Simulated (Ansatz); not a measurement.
Input:

CaIrO₃:
```cif
data_Ca4Ir4O12
_chemical_formula_sum 'Ca4 Ir4 O12'
_space_group_name_H-M_alt 'Cmcm'
_space_group_IT_number 63
_space_group_name_Hall '-C 2c 2'
_cell_length_a 3.17611
_cell_length_b 9.74625
_cell_length_c 7.27375
_cell_angle_alpha 90.000
_cell_angle_beta 90.000
_cell_angle_gamma 90.000
loop_
_atom_site_label
_atom_site_type_symbol
_atom_site_symmetry_multiplicity
_atom_site_Wyckoff_symbol
_atom_site_fract_x
_atom_site_fract_y
_atom_site_fract_z
_atom_site_occupancy
Ca1 Ca 4 c 0.00000 0.24847 0.75000 1
Ir1 Ir 4 a 0.00000 0.00000 0.00000 1
O1 O 4 c 0.00000 0.07528 0.25000 1
O2 O 8 f 0.00000 0.37345 0.04913 1
```
(The calculation used a cell of 10 atoms; values per cell refer to that cell.)

This is the r²SCAN-relaxed structure.

Task: All from r²SCAN (plane waves, PAW; program Ansatz), unless another level is named. Estimate the electronic character.

Result: metallic (no gap).

Task: And the density of states at the Fermi level?

Result: 0.72 states/eV per atom (mean over ±0.08 eV).

Task: Predict the formation energy from the elements (no fitted shifts).

Result: -1.86 eV/atom.

The workflow started from an entry of the Crystallography Open Database (COD, 298 K). Its standing as an ambient phase is unchecked. The r²SCAN relaxation kept the symmetry of its start; whether a distortion lowers the energy is not shown. The run is not spin-polarised. The references are the lowest solids computed at this level, not always the standard phases (solids in place of the gases). Spin–orbit coupling is left out wherever it is not named.

Potentials: the later of the program's two PAW sets.
